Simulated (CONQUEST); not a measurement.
A self-consistent single point of GeTe4Pb3 (P4/mmm, 8 atoms in the cell; from Materials Project mp-1224448, changed as shown) with CONQUEST.

All values come from this method and carry its errors: PBEsol, numerical atomic orbitals double-zeta with polarisation (the shipped basis), PseudoDojo norm-conserving potentials made for PBEsol run with CONQUEST.

The change in words: volume scaled by 0.99. Reference geometry (P4/mmm):
```
CELL_PARAMETERS angstrom
      4.56376     0.00000     0.00000
      0.00000     4.56376     0.00000
      0.00000     0.00000    12.91662
ATOMIC_POSITIONS crystal
  Ge 0.00000 0.00000 0.00000
  Te 0.00000 0.00000 0.23734
  Te 0.00000 0.00000 0.76266
  Te 0.50000 0.50000 0.00000
  Te 0.50000 0.50000 0.50000
  Pb 0.50000 0.50000 0.75305
  Pb 0.50000 0.50000 0.24695
  Pb 0.00000 0.00000 0.50000
```

Reference input (self-consistent single point, DFT, PBEsol, numerical atomic orbitals double-zeta with polarisation (the shipped basis), PseudoDojo norm-conserving potentials made for PBEsol): basis = DZP; Diag.MPMeshX, Y, Z = 6 6 2; potentials = PseudoDojo norm-conserving PBEsol; Grid.GridCutoff = 140 Ha; DM.SolutionMethod = diagon; Diag.kT = 0.000735 Ha; Diag.GammaCentred = true; minE.SCTolerance = 1.0e-07; SC.MaxIters = 100; SC.LinearMixingFactor = 0.3; AtomMove.TypeOfRun = static. This run's input differs from it in these lines:

```diff
@@ -32,5 +32,5 @@
 # file: input.coords
-     4.563760000      0.000000000      0.000000000
-     0.000000000      4.563760000      0.000000000
-     0.000000000      0.000000000     12.916620000
+     4.548494000      0.000000000      0.000000000
+     0.000000000      4.548494000      0.000000000
+     0.000000000      0.000000000     12.873414000
 8
```

Output (repeated stretches shortened):

```
    PulayMixSC: Starting Pulay mixing, A_up =  0.300 A_dn =  0.300
    PulayMixSC: Spin non-polarised calculation.
          Harris-Foulkes Energy            :      -718.738468732192473 Ha
    PulayMixSC: Pulay iteration     1 residual:              0.69246E-03
          Harris-Foulkes Energy            :      -718.713574196547711 Ha
    PulayMixSC: Pulay iteration     2 residual:              0.33643E-03
          Harris-Foulkes Energy            :      -718.709424105994685 Ha
    PulayMixSC: Pulay iteration     3 residual:              0.14911E-03
          Harris-Foulkes Energy            :      -718.709297258315701 Ha
   [... lines left out ...]
          Harris-Foulkes Energy            :      -718.707509875731944 Ha
    PulayMixSC: Pulay iteration     9 residual:              0.53884E-06
          Harris-Foulkes Energy            :      -718.707509881980059 Ha
    PulayMixSC: Pulay iteration    10 residual:              0.32067E-06
          Harris-Foulkes Energy            :      -718.707509864264807 Ha
    PulayMixSC: Pulay iteration    11 residual:              0.11760E-06
          Harris-Foulkes Energy            :      -718.707509863028463 Ha
    PulayMixSC: Pulay iteration    12 residual:              0.36431E-07
    PulayMixSC: Reached SCF tolerance of  0.36431E-07 after     12 iterations
      | Number of electrons      =       120.000178
      |* Harris-Foulkes energy   =      -718.707509863028463 Ha
      |* DFT total energy        =      -718.707509862961842 Ha

    force: Forces on atoms (Ha/A )
    force:  Atom   X              Y              Z
    force:     1  -0.0000000000  -0.0000000000  -0.0000000000
    force:     2  -0.0000000000  -0.0000000000   0.0017177766
    force:     3  -0.0000000000   0.0000000000  -0.0017177766
    force:     4  -0.0000000000  -0.0000000000   0.0000000000
    force:     5  -0.0000000000  -0.0000000000   0.0000000000
    force:     6   0.0000000000  -0.0000000000   0.0002538867
    force:     7  -0.0000000000  -0.0000000000  -0.0002538867
    force:     8  -0.0000000000  -0.0000000000   0.0000000000

   [... lines left out ...]
    force: Maximum force :        0.00171778(Ha/A ) on atom         3 in z direction
   [... lines left out ...]
    force: Force Residual:        0.00086822 Ha/A
    force: Total stress:          1.78217390     0.00000000     0.00000000 GPa
                             0.00000000     1.78217390     0.00000000
                             0.00000000     0.00000000     1.66141861
    force: Average pressure:     -1.74192214 GPa

    get_E_and_F: Change in energy during last step of electronic optimisation:  0.12363E-08
```

The run converged in 12 iterations. CONQUEST prints the stress tensor with tension positive. Against the reference run the free energy drops by 4.1 meV/atom, the pressure goes from -2.17 to -1.74 GPa and the gap on the mesh goes from 0.645 to 0.626 eV.

Spin-orbit coupling is left out, which matters for bands and gaps with elements this heavy. The program uses no crystal symmetry, so grid and mesh can part values that symmetry would make equal. The atom-centred basis is finite, which shifts total energies, pressures and gaps against plane waves. The structure comes from a collection of computed structures, made at another level of theory; the collection holds predicted forms beside known ones.

Cost on one core: around 110 core-seconds (rough).
